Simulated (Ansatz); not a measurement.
## Ga3F, before and after

A trial structure of Ga3F was built thus: random cell by space group and Wyckoff sites (Fm-3m, No. 225). Its size is a rough estimate.

start:

Space group Fm-3m (No. 225). a = 6.495 Å, b = 6.495 Å, c = 6.495 Å, α = 90.00°, β = 90.00°, γ = 90.00°
```json
{"atom": "Ga", "site": "8c", "symmetry": "-43m", "x": "0.2500", "y": "0.7500", "z": "0.7500"}
{"atom": "Ga", "site": "4a", "symmetry": "m-3m", "x": "0.0000", "y": "0.0000", "z": "0.0000"}
{"atom": "F", "site": "4b", "symmetry": "m-3m", "x": "0.5000", "y": "0.0000", "z": "0.0000"}
```

The calculation used Ansatz, DFT PBE, scalar-relativistic, plane waves, PAW. Cutoff 420 eV, Gaussian smearing, Γ-centred meshes. Cell and atoms relax first on a coarse mesh and then on a finer one. In between, the cell is made exact in the group found at 0.06 Å. In metals the finer mesh still leaves noise of several meV/atom or more. The steps can't lower the symmetry of their start. No spin polarisation.

end:

Space group Fm-3m (No. 225). a = 6.417 Å, b = 6.417 Å, c = 6.417 Å, α = 90.00°, β = 90.00°, γ = 90.00°
```tsv
atom	site	symmetry	x	y	z
Ga	8c	-43m	0.2500	0.7500	0.7500
Ga	4a	m-3m	0.0000	0.0000	0.0000
F	4b	m-3m	0.5000	0.0000	0.0000
```

The symmetry stays Fm-3m (No. 225). The end has the BiF3 (D0_3) type. The volume per atom shrinks by 3.6 %, from 17.1 to 16.5 Å³. The shortest distance goes from 2.81 Å (Ga–F and Ga–Ga) to 2.78 Å (Ga–F and Ga–Ga).

```json
{
  "Volume per atom": "16.51 Å³",
  "Density": "5.74 g/cm³",
  "Formation energy": "−0.52 eV/atom",
  "Gap on the 12×12×12 mesh of the 4-atom cell": "0 eV (a metal)"
}
```

Energies over the elements count from the elements' standard structures at the same level (F₂ as a molecule), with no fitted energy shifts. It lies below the elements, which doesn't yet make it stable against other compounds or structures.

The last run used Gaussian smearing of 0.10 eV. A structure relaxed within its symmetry needn't be a true minimum. In all, the 3 runs took 51 s on 1 thread of Arm Neoverse V2 (shared host).
